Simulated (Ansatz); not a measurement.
Cu3O2: a sublattice moved along a line

These are results of DFT PBE, scalar-relativistic, plane waves, PAW in Ansatz, not measurements. Cutoff 420 eV, Γ-centred 16×16×16 k-points, Gaussian smearing of 0.15 eV. No spin polarisation. Energies are free energies at this smearing, counted from the undisturbed cell; pressure is positive in compression.

Zero of the scan (relaxed at this level; it needn't be the usual structure):

```yaml
crystal:
  lattice:
    - [-2.03336, 2.03336, 3.66979]
    - [2.03336, -2.03336, 3.66979]
    - [2.03336, 2.03336, -3.66979]
  atoms:
    - { symbol: Cu, position: [0.25000, 0.75000, 0.50000] }
    - { symbol: Cu, position: [0.75000, 0.25000, 0.50000] }
    - { symbol: Cu, position: [0.00000, 0.00000, 0.00000] }
    - { symbol: O, position: [0.00000, 0.50000, 0.50000] }
    - { symbol: O, position: [0.50000, 0.00000, 0.50000] }
```

Every O atom is moved by x along the Cartesian unit vector (0.707, -0.707, 0.000); the cell and all other atoms stay fixed. The cell is metallic on the mesh throughout.

| x (Å) | ΔE (meV/cell) |
| --- | --- |
| -0.2000 | 160.9 |
| -0.1000 | 39.0 |
| 0.0000 | 0.0 |
| 0.1500 | 88.9 |

Task: Predict the force along x on the moved atoms (eV/Å) at each point.

Result:
| x (Å) | force along x on the moved atoms (eV/Å) |
| --- | --- |
| -0.2000 | 1.67 |
| -0.1000 | 0.79 |
| 0.0000 | 0.00 |
| 0.1500 | -1.21 |

Cost: 4 runs of about 9.1 core-minutes in all, on Arm Neoverse V2 (shared hosts).